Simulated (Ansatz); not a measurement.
Relaxed InAs (zinc blende):

```xyz
4
Lattice="0.0000 6.1091 6.1091 3.0546 0.0000 3.0546 3.0546 3.0546 0.0000" Properties=species:S:1:pos:R:3 pbc="T T T"
As     4.5818     4.5818     4.5818
As     4.5818     7.6364     7.6364
In     0.0000     0.0000     0.0000
In     3.0546     6.1091     3.0546
```

In this cell atom 4 (In, nearest neighbour As at 2.645 Å; its periodic images, 4.3 Å or more away, move with it) is moved by u·(0.707, 0.707, 0.000) + v·(0.000, 0.000, 1.000); the rest is frozen.

Method: r2SCAN (plane waves to 500 eV, PAW, scalar-relativistic; Ansatz, a quantum-chemistry and plane-wave program). k mesh 4×8×8 (Γ-centred), Fermi-Dirac smearing 0.05 eV. E stands for the smeared free energy. Points where atoms come too close for the PAW data are left out (x in tables, blank in figures). As the smearing reaches across the gap at some points, energies and forces of such displacements shift with the k mesh and the smearing. InAs was relaxed with its symmetry unable to fall. ΔE is measured from the undisplaced structure. Axes are in Å.

```json
[
 {"ΔE (meV/cell)": "v = -0.660", "u = -0.660": "x", "u = -0.440": "x", "u = -0.220": "2232", "u = 0.000": "1509", "u = 0.220": "2232", "u = 0.440": "x", "u = 0.660": "x"},
 {"ΔE (meV/cell)": "v = -0.440", "u = -0.660": "x", "u = -0.440": "[?]", "u = -0.220": "1209", "u = 0.000": "718", "u = 0.220": "1209", "u = 0.440": "[?]", "u = 0.660": "x"},
 {"ΔE (meV/cell)": "v = -0.220", "u = -0.660": "3440", "u = -0.440": "1503", "u = -0.220": "497", "u = 0.000": "186", "u = 0.220": "497", "u = 0.440": "1503", "u = 0.660": "3440"},
 {"ΔE (meV/cell)": "v = 0.000", "u = -0.660": "1809", "u = -0.440": "[?]", "u = -0.220": "177", "u = 0.000": "0", "u = 0.220": "177", "u = 0.440": "[?]", "u = 0.660": "1809"},
 {"ΔE (meV/cell)": "v = 0.220", "u = -0.660": "1060", "u = -0.440": "541", "u = -0.220": "268", "u = 0.000": "185", "u = 0.220": "268", "u = 0.440": "541", "u = 0.660": "1060"},
 {"ΔE (meV/cell)": "v = 0.440", "u = -0.660": "967", "u = -0.440": "799", "u = -0.220": "729", "u = 0.000": "712", "u = 0.220": "729", "u = 0.440": "799", "u = 0.660": "967"},
 {"ΔE (meV/cell)": "v = 0.660", "u = -0.660": "1319", "u = -0.440": "1385", "u = -0.220": "1460", "u = 0.000": "1492", "u = 0.220": "1460", "u = 0.440": "1385", "u = 0.660": "1319"}
]
```

**Question.** What belongs in the gaps?

**Answer.** 
- v = -0.440, u = -0.440: 2844
- v = -0.440, u = 0.440: 2844
- v = 0.000, u = -0.440: 745
- v = 0.000, u = 0.440: 745

(A displaced cell: forces are minus the slopes of the energy, force constants its curvatures, and phonons follow from these.)
